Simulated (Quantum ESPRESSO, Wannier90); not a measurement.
## HfO₂ (P2₁/c), plane waves to Wannier functions

```
begin unit_cell_cart
ang
    5.0941800000    0.0000000000    0.0000000000
    0.0000000000    5.1506400000    0.0000000000
   -0.8761660000    0.0000000000    5.2029540000
end unit_cell_cart
begin atoms_frac
Hf   0.2761400000  0.4580600000 -0.2920900000
Hf  -0.2761400000 -0.4580600000  0.2920900000
Hf  -0.2761400000 -0.0419400000 -0.2079100000
Hf   0.2761400000  0.0419400000  0.2079100000
O    0.4480000000 -0.2574700000 -0.0214200000
O   -0.4480000000  0.2574700000  0.0214200000
O   -0.4480000000  0.2425300000 -0.4785800000
O    0.4480000000 -0.2425300000  0.4785800000
O    0.0683600000  0.3307600000  0.3462500000
O   -0.0683600000 -0.3307600000 -0.3462500000
O   -0.0683600000 -0.1692400000  0.1537500000
O    0.0683600000  0.1692400000 -0.1537500000
end atoms_frac
```

Materials Project entry mp-352; symmetrised, unrelaxed at this level. COD (Crystallography Open Database) has the formula in 3 space groups, this one among them (matched by group alone). Method: LDA plane waves in Quantum ESPRESSO 7.5 (PseudoDojo norm-conserving files, 68 Ry, no spin polarisation, no spin-orbit coupling), Bloch states on a 4×4×4 mesh through Γ, Wannier90 4.0.1. Density: 6×6×6 mesh, Gaussian smearing 0.01 Ry. Spin-orbit coupling is left out although heavy elements are present.

Bands 17-48 form an isolated set from -17.86 to 0.00 eV relative to the valence-band maximum (on the path) and are turned into 32 Wannier functions by minimising the spread from the start: SCDM (isolated).

Question: Where do the functions sit, how wide are they and what are they made of?

Answer: 
| functions | spread (Å²) | nearest atom, distance (Å) | second atom, distance (Å) | weight on atomic waves |
|---|---|---|---|---|
| 4 | 0.89 | O 0.37 | Hf 1.86 | O 2p 60 %, O 2s 22 %, Hf 5d 10 % |
| 4 | 0.93 | O 0.42 | Hf 1.73 | O 2p 62 %, O 2s 18 %, Hf 5d 12 % |
| 4 | 0.86 | O 0.42 | Hf 1.71 | O 2p 58 %, O 2s 23 %, Hf 5d 10 % |
| 4 | 0.85 | O 0.45 | Hf 1.60 | O 2p 54 %, O 2s 26 %, Hf 5d 11 % |
| 4 | 0.91 | O 0.43 | Hf 1.70 | O 2p 60 %, O 2s 20 %, Hf 5d 15 % |
| 4 | 1.03 | O 0.21 | Hf 2.00 | O 2p 75 %, Hf 5d 15 %, O 2s 8 % |
| 4 | 0.88 | O 0.44 | Hf 1.61 | O 2p 54 %, O 2s 26 %, Hf 5d 11 % |
| 4 | 0.90 | O 0.41 | Hf 1.83 | O 2p 63 %, O 2s 18 %, Hf 5d 9 % |

Ω_I = 25.54 Å², Ω_total = 29.02 Å²; the interpolated bands follow pw.x to 0.5 meV rms on the path. It is the lowest total spread that any start reached here.
